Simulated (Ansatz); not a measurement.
In4Sb (Im-3m)

These are results of Ansatz 0.2.0, DFT PBE, scalar-relativistic, plane waves, PAW, not measurements.

Plane waves to 420 eV, a k mesh through Γ of 8×8×8 on the computed 5-atom cell and Gaussian smearing (0.10 eV); no spin polarisation.

The structure is relaxed at this level of theory with its symmetry kept, and needn't be the ground state of this composition.

```cif
data_structure
_symmetry_space_group_name_H-M 'P 1'
_symmetry_Int_Tables_number 1
_cell_length_a 6.1403
_cell_length_b 6.1403
_cell_length_c 6.1403
_cell_angle_alpha 109.471
_cell_angle_beta 109.471
_cell_angle_gamma 109.471
_cell_volume 178.22
loop_
_atom_site_label
_atom_site_type_symbol
_atom_site_fract_x
_atom_site_fract_y
_atom_site_fract_z
_atom_site_occupancy
In1 In 0.50000 0.50000 0.50000 1
In2 In 0.50000 0.00000 0.00000 1
In3 In 0.00000 0.00000 0.50000 1
In4 In 0.00000 0.50000 0.00000 1
Sb1 Sb 0.00000 0.00000 0.00000 1
```

Formation energy from the elements' standard states (uncorrected)?

+0.281 eV/atom.

Kohn–Sham band gap?

none (metal).

Density of states at the Fermi level?

3.7 states/eV per cell.

Orbital (Löwdin) character within 0.5 eV of the Fermi level?

In 5p 64 %, Sb 5p 17 %, In 5s 16 %.

Bader charge by site (e)?

In (4 in the cell) 0.09, Sb (1 in the cell) -0.37.

Spin-orbit coupling is left out, which matters for the bands of heavy elements.

Another cell of In4Sb relaxed alike, in Cmmm, lies 189 meV/atom lower, so this cell isn't the stable form at this level.

The cell was found from a structure generator's guess, not taken from experiment. Löwdin shares on free-atom orbitals overweight diffuse shells.
